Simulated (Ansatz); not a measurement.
ZrMo$_{2}$:
```yaml
crystal:
  lattice:
    - [0.00000, 3.76611, 3.76611]
    - [3.76611, 0.00000, 3.76611]
    - [3.76611, 3.76611, 0.00000]
  atoms:
    - { symbol: Mo, position: [0.12500, 0.12500, 0.12500] }
    - { symbol: Mo, position: [0.62500, 0.12500, 0.12500] }
    - { symbol: Mo, position: [0.12500, 0.12500, 0.62500] }
    - { symbol: Mo, position: [0.12500, 0.62500, 0.12500] }
    - { symbol: Zr, position: [0.50000, 0.50000, 0.50000] }
    - { symbol: Zr, position: [0.75000, 0.75000, 0.75000] }
```

Relaxed with PBEsol. Special points in fractions of this cell's reciprocal vectors: Γ (0.000, 0.000, 0.000); X (0.500, 0.000, 0.500); U (0.625, 0.250, 0.625); K (0.375, 0.375, 0.750); L (0.500, 0.500, 0.500); W (0.500, 0.250, 0.750).

Q: List the band energies nearest the Fermi level at these points for the program Ansatz at the PBEsol level (PAW).

A: In eV from the Fermi level; about four levels below and three above (degenerate sets whole), none deeper than 8.9 eV; points with the same levels are listed once.

```json
[
 {"k": "Γ", "below": "-2.54 -2.54 -0.61 -0.61", "above": "0.35 0.35 0.35"},
 {"k": "X", "below": "-1.00 -1.00 -0.55 -0.55", "above": "1.39 1.39 1.69 1.69"},
 {"k": "U", "below": "-1.28 -0.86 -0.51 -0.38", "above": "0.30 0.70 0.71"},
 {"k": "L", "below": "-1.35 -1.35 -0.97 -0.97 -0.84", "above": "1.34 1.34 1.45 1.45"},
 {"k": "W", "below": "-0.80 -0.80 -0.28 -0.28", "above": "0.66 0.66 2.27 2.27"}
]
```

Space group Fd-3m (cubic Laves (MgCu2 type)). The workflow started from an entry of the Crystallography Open Database (COD). Whether it is the stable phase at ambient conditions was not checked. Symmetry was held in the PBEsol relaxation; its stability against distortions is not shown here. No spin polarisation was allowed. Spin–orbit coupling is left out wherever it is not named.

Potentials: the later of the program's two PAW sets.
